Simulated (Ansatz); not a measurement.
PtS$_{2}$:
```yaml
crystal:
  lattice:
    - [3.55081, 0.00000, 0.00000]
    - [-1.77540, 3.07509, 0.00000]
    - [0.00000, 0.00000, 5.20259]
  atoms:
    - { symbol: Pt, position: [0.00000, 0.00000, 0.00000] }
    - { symbol: S, position: [0.33333, 0.66667, 0.23558] }
    - { symbol: S, position: [0.66667, 0.33333, 0.76442] }
```

Relaxed with r²SCAN+D4. Independent-particle spectrum: no excitons, no local fields, no scissors shift; 0.1 eV broadening; ε₁ of the summed bands alone.

Task: Tabulate the dielectric function from DFT-r²SCAN+D4 in the program Ansatz with PAW potentials.

Result: 

| E (eV) | ε₁ xx | ε₂ xx | ε₁ zz | ε₂ zz |
|---|---|---|---|---|
| 0.0 | 17.13 | 0.00 | 12.16 | 0.00 |
| 0.3 | 17.34 | 0.00 | 12.35 | 0.00 |
| 0.6 | 18.05 | 0.00 | 12.98 | 0.00 |
| 0.9 | 19.51 | 0.00 | 14.59 | 0.00 |
| 1.2 | 22.66 | 0.35 | 18.06 | 3.69 |
| 1.5 | 30.24 | 4.20 | 18.77 | 8.36 |
| 1.8 | 26.02 | 17.15 | 9.15 | 14.76 |
| 2.1 | 19.40 | 22.61 | 5.46 | 9.06 |
| 2.4 | 12.21 | 23.85 | 5.77 | 6.84 |
| 2.7 | 7.46 | 20.77 | 7.58 | 5.60 |
| 3.0 | 5.51 | 21.21 | 10.38 | 9.49 |
| 3.3 | 0.59 | 19.94 | 5.25 | 12.22 |
| 3.6 | -5.12 | 16.51 | 0.38 | 9.93 |
| 3.9 | -3.48 | 11.23 | 0.57 | 5.78 |
| 4.2 | -3.03 | 9.33 | 1.78 | 5.62 |
| 4.5 | -3.11 | 7.00 | 0.26 | 3.55 |
| 4.8 | -1.93 | 6.03 | 2.26 | 2.06 |
| 5.1 | -1.34 | 4.27 | 3.45 | 1.30 |
| 5.4 | 0.14 | 3.54 | 6.33 | 1.11 |
| 5.7 | 1.43 | 3.81 | 9.40 | 3.43 |
| 6.0 | 1.57 | 4.53 | 7.51 | 10.09 |
| 6.3 | 1.78 | 3.80 | 2.70 | 9.29 |
| 6.6 | 3.56 | 4.54 | 1.25 | 8.20 |
| 6.9 | 3.26 | 5.62 | 1.18 | 6.39 |
| 7.2 | 3.25 | 6.47 | 0.89 | 6.08 |
| 7.5 | 2.03 | 8.08 | 0.47 | 5.30 |
| 7.8 | 0.64 | 8.15 | 0.11 | 4.83 |
| 8.1 | -0.68 | 7.89 | 0.67 | 3.96 |
| 8.4 | -2.96 | 6.15 | 1.51 | 3.89 |
| 8.7 | -2.08 | 4.48 | 0.72 | 5.46 |
| 9.0 | -1.68 | 4.28 | -0.37 | 4.20 |
| 9.3 | -1.87 | 3.83 | -0.17 | 2.99 |
| 9.6 | -1.57 | 2.63 | 0.62 | 2.26 |
| 9.9 | -0.77 | 2.29 | 1.68 | 2.40 |
| 10.2 | -0.16 | 2.26 | 2.03 | 3.12 |
| 10.5 | 0.28 | 2.29 | 2.34 | 3.73 |
| 10.8 | 0.82 | 2.73 | 1.64 | 3.98 |
| 11.1 | 0.59 | 3.02 | 1.53 | 4.05 |
| 11.4 | 0.82 | 3.20 | 1.38 | 4.12 |
| 11.7 | 0.68 | 3.41 | 1.69 | 4.27 |
| 12.0 | 0.54 | 3.50 | 1.43 | 5.25 |

Task: From ε at 1.7 eV (xx: 29.27 + 15.59i), find n, k, the normal reflectivity and the absorption coefficient.

Result: n = 5.59, k = 1.395, R = 51 %, α = 2kE/ħc = 240000 cm⁻¹.

With all bands, ε∞ without local fields is 17.3 (xx = yy), 12.3 (zz).

Space group P-3m1 (CdI2 type). Symmetry was held in the r²SCAN+D4 relaxation. The run is not spin-polarised. Scalar-relativistic: spin–orbit coupling is off unless named, which matters more the heavier the elements.

Potentials: the later of the program's two PAW sets.
